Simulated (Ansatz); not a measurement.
# ZrSe2 with carbon replacing Zr: do the settings matter for the field gradients?

This input was run with Ansatz:

```yaml
crystal:
  lattice:
    - [7.6223050204, 0.0, 0.0]
    - [-3.8111525102, 6.601109783, 0.0]
    - [0.0, 0.0, 12.79981378]
  atoms:
    - { symbol: C, position: [0.0, 0.0, 0.0] }
    - { symbol: Zr, position: [0.0, 0.0, 0.5] }
    - { symbol: Zr, position: [0.0, 0.5, 0.0] }
    - { symbol: Zr, position: [0.0, 0.5, 0.5] }
    - { symbol: Zr, position: [0.5, 0.0, 0.0] }
    - { symbol: Zr, position: [0.5, 0.0, 0.5] }
    - { symbol: Zr, position: [0.5, 0.5, 0.0] }
    - { symbol: Zr, position: [0.5, 0.5, 0.5] }
    - { symbol: Se, position: [0.3333333333, 0.1666666667, 0.377941205] }
    - { symbol: Se, position: [0.3333333333, 0.1666666667, 0.877941205] }
    - { symbol: Se, position: [0.3333333333, 0.6666666667, 0.377941205] }
    - { symbol: Se, position: [0.3333333333, 0.6666666667, 0.877941205] }
    - { symbol: Se, position: [0.8333333333, 0.1666666667, 0.377941205] }
    - { symbol: Se, position: [0.8333333333, 0.1666666667, 0.877941205] }
    - { symbol: Se, position: [0.8333333333, 0.6666666667, 0.377941205] }
    - { symbol: Se, position: [0.8333333333, 0.6666666667, 0.877941205] }
    - { symbol: Se, position: [0.1666666667, 0.3333333333, 0.122058795] }
    - { symbol: Se, position: [0.1666666667, 0.3333333333, 0.622058795] }
    - { symbol: Se, position: [0.1666666667, 0.8333333333, 0.122058795] }
    - { symbol: Se, position: [0.1666666667, 0.8333333333, 0.622058795] }
    - { symbol: Se, position: [0.6666666667, 0.3333333333, 0.122058795] }
    - { symbol: Se, position: [0.6666666667, 0.3333333333, 0.622058795] }
    - { symbol: Se, position: [0.6666666667, 0.8333333333, 0.122058795] }
    - { symbol: Se, position: [0.6666666667, 0.8333333333, 0.622058795] }
kpoints:
  mp_grid: { grid: [3, 3, 2] }
scf:
  occupations: { method: fermi_dirac, width: 0.01 }
  max_iter: 75
hamiltonian:
  xc: pbe
  pseudopotentials: { kind: paw }
  hubbard: { sites: [{ species: Zr, l: d, u_eff: -5.0 }] }
output:
  forces: true
  stress: true
  populations: true
  efg: { quadrupole_moments_barn: { Zr: -0.176 }, contact_densities: true }
```

It converged. Of its output the block on the nuclei alone is shown, without the SCF iterations, energies, forces and stress (one atom of each set):

```
--- PAW observables at the nuclei: V_zz in 10²¹ V/m², potentials from the cell's mean, atoms counted from 1 ---
  atom   1  C  V_zz =    -1.032387   η = 0.0000   by run symmetry: allowed
            electrostatic potential = -412.661001 V   contact ρ = 880.728309 e/Å³
  atom   2  Zr V_zz =    -2.905786   η = 0.0000   by run symmetry: allowed   C_q = +12.3660 MHz
            electrostatic potential = -5920.659871 V   contact ρ = 490512.314141 e/Å³
  atom   3  Zr V_zz =    -2.319775   η = 0.9737   by run symmetry: allowed   C_q = +9.8722 MHz
            electrostatic potential = -5921.172052 V   contact ρ = 490514.094919 e/Å³
  atom   4  Zr V_zz =    -2.833650   η = 0.0112   by run symmetry: allowed   C_q = +12.0591 MHz
            electrostatic potential = -5920.653929 V   contact ρ = 490512.351725 e/Å³
  atom   9  Se V_zz =    +1.641386   η = 0.0471   by run symmetry: allowed
            electrostatic potential = -4709.349750 V   contact ρ = 262882.828752 e/Å³
  atom  10  Se V_zz =   +23.279117   η = 0.2144   by run symmetry: allowed
            electrostatic potential = -4709.532532 V   contact ρ = 262889.938456 e/Å³
  atom  11  Se V_zz =    +1.576133   η = 0.0000   by run symmetry: allowed
            electrostatic potential = -4709.343995 V   contact ρ = 262882.757033 e/Å³
  atom  12  Se V_zz =    -2.733677   η = 0.0000   by run symmetry: allowed
            electrostatic potential = -4709.528176 V   contact ρ = 262883.565985 e/Å³
```

Question: Can these gradients be trusted, and how do they compare with a run on standard settings?

Answer: No. Against the standard input the change is `hamiltonian.hubbard`: not typed → {sites: [{species: Zr, l: d, u_eff: -5.0}]}; `scf.max_iter`: not typed → 75. A site carries the number of its first atom; V_zz in 10²¹ V/m².

```json
{"site": "C", "V_zz standard": "-0.91", "η standard": "0.00", "V_zz here": "-1.03", "η here": "0.00"}
{"site": "Zr2", "V_zz standard": "-1.96", "η standard": "0.00", "V_zz here": "-2.91", "η here": "0.00"}
{"site": "Zr3", "V_zz standard": "2.13", "η standard": "0.81", "V_zz here": "-2.32", "η here": "0.97"}
{"site": "Zr4", "V_zz standard": "-1.88", "η standard": "0.02", "V_zz here": "-2.83", "η here": "0.01"}
{"site": "Se9", "V_zz standard": "1.28", "η standard": "0.07", "V_zz here": "1.64", "η here": "0.05"}
{"site": "Se10", "V_zz standard": "23.9", "η standard": "0.23", "V_zz here": "23.3", "η here": "0.21"}
{"site": "Se11", "V_zz standard": "1.35", "η standard": "0.00", "V_zz here": "1.58", "η here": "0.00"}
{"site": "Se12", "V_zz standard": "-3.21", "η standard": "0.00", "V_zz here": "-2.73", "η here": "0.00"}
```

The largest change of V_zz along a kept axis is on Zr4, from -1.88 to -2.83. In per cent, |V_zz| changes by -15 to -3 on Se (all sites that start above 2, bar those whose gradient vanishes or changes sign or whose main axis turns by over 40°). On Zr3 the largest principal value lies along another axis in the second run, so the two V_zz can't be compared directly. SCF iterations: 12 and 23. The changed input holds a negative U, so its numbers aren't properties of the crystal.

On the reference run: The run isn't spin-polarised, and a state with spin may lie lower. The defect repeats with the cell of 24 atoms, so it feels its images: sites between two images don't show the values beside a lone defect, and zeros or small values of η there can come from the images' arrangement. Se and Zr carry a gradient in the pure host already, so the values there aren't the defect's effect alone. The defect cell has no gap above 0.1 eV on its mesh, so the values can hang on the smearing and the k-mesh. Without spin–orbit coupling (the program notes it for Zr) the gradients can shift somewhat, as the gap is small. The neighbours have not yet relaxed around the defect (largest force 0.56 eV/Å), so a real crystal will differ.
